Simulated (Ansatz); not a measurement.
The relaxed structure here is a generated cell of Al2Cu: the first start was made by placing the elements on the sites of a structure type, and the end was not matched to a known phase here, so it may be hypothetical. Known forms of Al2Cu include space group No. 140.

The end point of a relaxation of Al2Cu. Space group P6₂22 (No. 180). The numbers are results of PBE (plane waves to 420 eV, PAW, scalar-relativistic; Ansatz, a quantum-chemistry and plane-wave program), not measurements.

```xyz
9
Lattice="6.4487 0.0000 0.0000 -3.2243 5.5847 0.0000 0.0000 0.0000 6.5841" Properties=species:S:1:pos:R:3 pbc="T T T"
Cu     3.2243     0.0000     3.2921
Cu     1.6122     2.7924     5.4868
Cu    -1.6122     2.7924     1.0974
Al     0.0000     1.3594     0.0000
Al     5.2714     0.6797     2.1947
Al     2.0470     4.9050     4.3894
Al     3.2243     4.2253     0.0000
Al    -2.0470     4.9050     2.1947
Al     1.1773     0.6797     4.3894
```

```json
{
  "volume_per_atom": "26.35 Å³",
  "band_gap": "zero (metallic)",
  "shortest_distances": "Al–Cu 2.42 Å; Al–Al 2.58 Å",
  "k-mesh": "9×9×7"
}
```

Band energies at high-symmetry points (eV from the Fermi level; labels of this space group; no spin-orbit coupling), from −5 eV up to 2.9 eV:

```csv
point,energies
Γ,-4.59 -4.59 -3.68 -3.44 -3.27 -3.27 -3.21 -3.21 -3.06 -2.91 -2.87 -2.87 -2.71 -2.71 -2.67 -2.67 -2.56 -2.52 -1.72 -1.66 -1.66 -0.31 0.59 0.59 0.78 0.78 1.65 2.03
M,-4.99 -3.58 -3.49 -3.37 -3.21 -3.12 -3.04 -2.97 -2.96 -2.86 -2.77 -2.74 -2.70 -2.58 -2.58 -2.58 -2.41 -1.95 -1.41 -0.38 -0.36 0.05 0.58 0.63 1.57 1.86 2.46
K,-4.97 -4.97 -4.06 -3.55 -3.24 -3.24 -3.07 -3.07 -3.04 -2.88 -2.88 -2.86 -2.72 -2.66 -2.66 -2.54 -2.54 -2.05 -1.23 -0.94 -0.94 -0.75 -0.48 -0.48 2.15 2.15
A,-4.69 -4.22 -4.00 -4.00 -3.41 -3.31 -3.29 -3.29 -3.03 -3.03 -2.80 -2.79 -2.79 -2.66 -2.64 -2.64 -2.60 -2.60 -2.57 -2.57 -1.85 -0.95 -0.75 -0.04 0.80 0.80 1.09 1.09 1.39
L,-4.11 -3.62 -3.60 -3.40 -3.20 -3.07 -3.06 -2.97 -2.90 -2.86 -2.78 -2.72 -2.65 -2.64 -2.61 -2.51 -2.31 -1.48 -1.47 -0.99 -0.16 0.68 0.95 1.13 1.78 2.20 2.26 2.65
H,-3.63 -3.31 -3.31 -3.10 -3.10 -3.08 -2.98 -2.87 -2.87 -2.68 -2.68 -2.65 -2.50 -2.50 -2.47 -2.18 -2.04 -0.97 -0.97 0.28 0.57 0.70 0.70 0.85
```

No spin polarisation in the result.

The run could not lose the symmetry of its start: the end is stationary, and may be a saddle point rather than a minimum.
